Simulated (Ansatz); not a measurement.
GaAs:
```yaml
crystal:
  lattice:
    - [6.91572, 0.00000, 0.00000]
    - [0.00000, 6.91572, 0.00000]
    - [0.00000, 0.00000, 4.00357]
  atoms:
    - { symbol: Ga, position: [0.32404, 0.67596, 0.00000] }
    - { symbol: Ga, position: [0.67596, 0.32404, 0.00000] }
    - { symbol: Ga, position: [0.82404, 0.82404, 0.50000] }
    - { symbol: Ga, position: [0.17596, 0.17596, 0.50000] }
    - { symbol: As, position: [0.31783, 0.31783, 0.00000] }
    - { symbol: As, position: [0.68217, 0.68217, 0.00000] }
    - { symbol: As, position: [0.18217, 0.81783, 0.50000] }
    - { symbol: As, position: [0.81783, 0.18217, 0.50000] }
```

Relaxed with PBEsol. Special points in fractions of this cell's reciprocal vectors: Γ (0.000, 0.000, 0.000); X (0.000, 0.500, 0.000); M (0.500, 0.500, 0.000); Z (0.000, 0.000, 0.500); R (0.000, 0.500, 0.500); A (0.500, 0.500, 0.500).

Problem. List the band energies nearest the valence-band maximum at these points for PBEsol (plane waves, PAW; program Ansatz).

Solution. In eV from the valence-band maximum; about four levels below and three above (degenerate sets whole), none deeper than 8.9 eV; points with the same levels are listed once.

```csv
k,below,above
Γ,-0.31 -0.12 0.00 0.00,0.48 1.03 1.47 1.47
X,-1.11 -1.11 -0.70 -0.70,1.73 1.73 1.92 1.92
M,-1.51 -1.51 -1.27 -1.27,1.72 1.72 2.29 2.29
Z,-2.18 -2.18 -2.18 -2.18,2.24 2.24 3.80 3.80
R,-1.99 -1.99 -1.20 -1.20,1.66 1.66 2.53 2.53
A,-1.70 -1.70 -1.63 -1.63,0.62 0.62 2.08 2.08
```

Space group P4_2/mnm. The start of the workflow was typed in or built on a structure type; neither database checked (COD, Materials Project) lists it. It is not the phase usual at ambient conditions (space group No. 216). Symmetry was held in the PBEsol relaxation; of distortions, only those at the zone centre were tested. The volume moved by 16 % from the start of the relaxation. Spin–orbit coupling is left out wherever it is not named.

Potentials: the later of the program's two PAW sets.
